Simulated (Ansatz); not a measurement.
## Calculated coordination and 209Bi quadrupole coupling for Bi2S3

Cell: an entry of the Crystallography Open Database (COD), ions relaxed with PBE at fixed cell.

Space group Pnma (No. 62); a = 11.2690, b = 3.9717, c = 11.1290 Å.

```csv
site,Wyckoff,site symmetry,x,y,z
Bi1,4c,.m.,0.0103,0.2500,0.6751
Bi5,4c,.m.,0.3368,0.2500,0.4680
S9,4c,.m.,0.0500,0.2500,0.1293
S13,4c,.m.,0.3774,0.2500,0.0564
S17,4c,.m.,0.2165,0.2500,0.8064
```

One atom of each set is listed.

Computed with Ansatz: DFT, r2SCAN, plane waves and PAW, scalar-relativistic, 500 eV cutoff, Γ-centred 3×7×3 k-points, Fermi–Dirac smearing 0.02 eV.

Q(209Bi) = -516.0 mb.

Question: Rank these Bi sites by |C_Q|, smallest first.
A. Bi1: 7 S at 2.70–3.32 Å
B. Bi5: 7 S at 2.64–3.28 Å

Answer: A (92.7 MHz, η = 0.86), B (254 MHz, η = 0.09).

Like point charges on the first shell alone (each adding as 1/d³) would give the same order.

Spin–orbit coupling is left out, which shifts gradients on Bi by a few per cent, and by more where contributions nearly cancel. Newer work puts Q(²⁰⁹Bi) near −420 mb, which would lower these couplings by about a fifth.
